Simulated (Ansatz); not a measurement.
SiTe:
```xyz
4
Lattice="5.0812 0.0000 0.0000 0.0000 5.0812 0.0000 0.0000 0.0000 4.2196" Properties=species:S:1:pos:R:3 pbc="T T T"
Si     0.0000     2.5406     1.1423
Si     2.5406     0.0000     3.0773
Te     2.5406     2.5406     0.0000
Te     0.0000     0.0000     0.0000
```

Relaxed with r²SCAN+D4.

Task: Map the electron localisation function on the plane through (0.000, 0.500, 0.271) spanned by u = [1, 0, 0] and v = [0, 0, 1] in lattice vectors, from the program Ansatz at the r²SCAN+D4 level (PAW).

Result: x is the fraction of u, y of v (the angle between them is 90°; rows are the nearest grid lines); atoms in the plane: Si at (0.00, 0.00), Te at (0.50, 0.73).
```
y \ x   0.000  0.0800  0.200  0.280  0.360  0.440  0.560  0.640  0.720  0.800  0.920   1.00
------  -----  ------  -----  -----  -----  -----  -----  -----  -----  -----  -----  -----
1.00    0.865   0.607  0.764  0.609  0.672  0.649  0.649  0.672  0.609  0.764  0.607  0.865
0.905   0.412   0.515  0.754  0.715  0.575  0.399  0.399  0.575  0.715  0.754  0.515  0.412
0.857   0.402   0.570  0.720  0.702  0.477  0.222  0.222  0.477  0.702  0.720  0.570  0.402
0.762   0.507   0.540  0.615  0.617  0.329  0.036  0.036  0.329  0.617  0.615  0.540  0.507
0.714   0.420   0.418  0.555  0.590  0.320  0.032  0.032  0.320  0.590  0.555  0.418  0.420
0.619   0.166   0.172  0.429  0.597  0.434  0.164  0.164  0.434  0.597  0.429  0.172  0.166
0.524   0.059   0.063  0.235  0.578  0.588  0.488  0.488  0.588  0.578  0.235  0.063  0.059
0.476   0.076   0.065  0.131  0.471  0.648  0.606  0.606  0.648  0.471  0.131  0.065  0.076
0.381   0.584   0.437  0.079  0.125  0.403  0.588  0.588  0.403  0.125  0.079  0.437  0.584
0.286   0.951   0.916  0.385  0.070  0.061  0.097  0.097  0.061  0.070  0.385  0.916  0.951
0.238   0.970   0.953  0.614  0.125  0.046  0.044  0.044  0.046  0.125  0.614  0.953  0.970
0.143   0.915   0.909  0.752  0.322  0.189  0.231  0.231  0.189  0.322  0.752  0.909  0.915
0.0952  0.843   0.809  0.755  0.417  0.381  0.512  0.512  0.381  0.417  0.755  0.809  0.843
0.000   0.865   0.607  0.764  0.609  0.672  0.649  0.649  0.672  0.609  0.764  0.607  0.865
```

The density is the valence pseudo-density with augmentation charge, so density and ELF within about 1 Å of a nucleus are not all-electron values.

Space group P4/nmm. The start of the workflow was typed in or built on a structure type; neither database checked (COD, Materials Project) lists it. Its standing as an ambient phase is unchecked. Symmetry was held in the r²SCAN+D4 relaxation; whether a distortion lowers the energy is not shown. Its formation energy is positive at this level, so the cell may be metastable or incomplete. Scalar-relativistic: spin–orbit coupling is off unless named, which matters more the heavier the elements.

Potentials: the earlier of the program's two PAW sets.
